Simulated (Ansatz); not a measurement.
Cu Kα1 powder pattern (kinematic, no thermal factors).
```csv
2θ (°),relative intensity,assignment
28.25,38,1 0 0
40.38,100,1 1 0
50.01,10,1 1 1
58.43,16,2 0 0
66.14,13,2 1 0
73.42,33,2 1 1
87.30,11,2 2 0
```

The pattern is computed from a structure relaxed with DFT PBE, scalar-relativistic, plane waves, PAW in Ansatz. No spin polarisation. Its elements are Nb, Si.

Q: Give the structure.

A: NbSi.
Space group Pm-3m (No. 221). a = 3.156 Å, b = 3.156 Å, c = 3.156 Å, α = 90.00°, β = 90.00°, γ = 90.00°
| atom | site | symmetry | x | y | z |
| --- | --- | --- | --- | --- | --- |
| Nb | 1a | m-3m | 0.0000 | 0.0000 | 0.0000 |
| Si | 1b | m-3m | 0.5000 | 0.5000 | 0.5000 |

A pattern alone doesn't exclude other cells with like lines; this is the one computed.

The structure comes from a generated guess; another structure or a mixture of phases may lie lower.
